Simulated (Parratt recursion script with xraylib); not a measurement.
# What roughness does to the fringe maxima of Si3N4 on Al2O3

```
layer, from the top  thickness (Å)  density (g/cm³)  rms roughness of its top face (Å)  δ (10⁻⁶)  β (10⁻⁶)
-------------------  -------------  ---------------  ---------------------------------  --------  --------
Si3N4                          300            2.882                             varied     20.75    0.6703
Al2O3 (substrate)                –            3.873                                2.2     27.41    0.7017
```

The refractive index is n = 1 − δ + iβ. Vacuum lies above.

Densities are inputs, not measurements. They were set from computed cells of the Materials Project: Si3N4 from entry mp-988 (P6₃/m, 3.202 g/cm³, taken at 90 %); Al2O3 from entry mp-1143 (R-3c, 3.873 g/cm³). A layer's crystal structure does not enter its constants, only its composition and density.

Model: specular X-ray reflectivity, Parratt recursion, Névot-Croce roughness, xraylib tables. Program: Parratt recursion script with xraylib 4.3.0.

Photon energy 5.415 keV (λ = 2.2896 Å), s polarisation. The grazing angle θ is scanned from 0.05° to 5.94° in 900 evenly spaced points, and the curve is smoothed with a Gaussian of 0.004° full width. A maximum is a scan point above both neighbours; its place and height come from a parabola through R at the three points.

The table follows two fringe maxima, those next to orders 10 and 27 of m = (2d/λ)(sin²θ − 2δ)^½, through runs that differ in the roughness σ₁ of the film surface alone.

```
σ₁ (Å)  θ of the first (°)      R there  θ of the second (°)      R there
------  ------------------  -----------  -------------------  -----------
0                    2.211            ?                5.921            ?
5.4                  2.210  3.27 × 10⁻⁵                5.910  2.35 × 10⁻⁸
```

Q: Estimate the two heights for σ₁ = 0 Å.

A: At a maximum the amplitudes from the film's two faces add: R ≈ (|r₁|g₁ + |r₂|g₂A)². Here q₀ = 4π sin θ/λ, qⱼ = (q₀² − 32π²δⱼ/λ²)^½ (1 film, 2 substrate), |r₁| = |q₀² − q₁²|/(q₀ + q₁)², |r₂| = |q₁² − q₂²|/(q₁ + q₂)² with the numerators taken from the constants, g₁ = exp(−q₀q₁σ₁²/2), g₂ = exp(−q₁q₂σ₂²/2), and A = exp(−16π²β₁d/(λ²q₁)) for absorption in the film.

Check on a shown row, σ₁ = 5.4 Å, second maximum: q₀ = 0.5651, q₁ = 0.5640, q₂ = 0.5636 Å⁻¹; |r₁| = 9.81 × 10⁻⁴, |r₂| = 3.16 × 10⁻⁴; g₁ = 0.00959, g₂ = 0.463, A = 0.989; R ≈ 2.37 × 10⁻⁸ against 2.35 × 10⁻⁸ in the table.

- σ₁ = 0 Å, first maximum: q₀ = 0.2117, q₁ = 0.2087, q₂ = 0.2078 Å⁻¹; |r₁| = 0.00707, |r₂| = 0.00231; g₁ = 1.00, g₂ = 0.900, A = 0.971; R ≈ 8.26 × 10⁻⁵.
- σ₁ = 0 Å, second maximum: q₀ = 0.5662, q₁ = 0.5651, q₂ = 0.5647 Å⁻¹; |r₁| = 9.77 × 10⁻⁴, |r₂| = 3.14 × 10⁻⁴; g₁ = 1.00, g₂ = 0.462, A = 0.989; R ≈ 1.26 × 10⁻⁶.

The run gave 8.23 × 10⁻⁵ and 1.26 × 10⁻⁶; the estimates are 1.00 and 1.00 times these.
